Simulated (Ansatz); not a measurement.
ZnSe (zinc blende, F-43m), r²SCAN (plane waves, PAW; program Ansatz). The conduction-band minimum lies at Γ, with 1 equivalent valley. Second derivatives d²E/dk² of the lowest band at one valley (eV·Å²), along Cartesian directions:

```json
[
 {"direction": "[100]", "d²E/dk²": "61.43"},
 {"direction": "[010]", "d²E/dk²": "61.43"},
 {"direction": "[001]", "d²E/dk²": "61.43"},
 {"direction": "[110]", "d²E/dk²": "61.38"},
 {"direction": "[101]", "d²E/dk²": "61.38"},
 {"direction": "[011]", "d²E/dk²": "61.38"}
]
```

**Question.** Find the principal effective masses, the density-of-states mass and the conductivity mass.

**Answer.** Off-diagonal terms follow from H_xy = H[110] − (H_xx + H_yy)/2, and m*/mₑ = 7.620 eV·Å² over each eigenvalue: 0.12, 0.12, 0.12. One valley's DOS mass (m₁m₂m₃)^(1/3) = 0.12, conductivity mass 3/(Σ 1/mᵢ) = 0.12 mₑ.

**Question.** What effective density of states Nc follows at 300 K for parabolic valleys?

**Answer.** Nc = 2.509e19 × 1 × (0.12)^(3/2) ≈ 1.0e18 cm⁻³.

The r²SCAN relaxation kept the symmetry of its start. Spin–orbit coupling is left out wherever it is not named.

Potentials: the later of the program's two PAW sets.

Edges and masses are those of Kohn–Sham bands, whose gap is no quasiparticle gap.
